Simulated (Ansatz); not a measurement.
System: AlFe (CsCl type), 2 atoms in the cell.

Level of theory: PBE, plane waves, PAW datasets (generated hard set) in Ansatz 0.2.0 development build.

Cutoff 700 eV; k-mesh 8×8×8 Γ-centred; Fermi–Dirac smearing of 0.1 eV; no spin polarisation.

```yaml
crystal:
  lattice:
    - [2.87000, 0.00000, 0.00000]
    - [0.00000, 2.87000, 0.00000]
    - [0.00000, 0.00000, 2.87000]
  atoms:
    - { symbol: Fe, position: [0.00000, 0.00000, 0.00000] }
    - { symbol: Al, position: [0.50000, 0.50000, 0.50000] }
```
Lattice in Å, positions in fractions of it.

Problem. Is the cell under compression or tension, and by how much?

Solution. The pressure is 0.35 GPa, so at these settings the cell is compressed and would expand.

Problem. Metal or insulator on this mesh?

Solution. No gap opens on the mesh: metallic.

The stress includes the program's correction for the finite plane-wave basis.

The k-mesh is modest, so these values aren't fully converged in k. Spin polarisation is left out, and a magnetic state may lie lower.
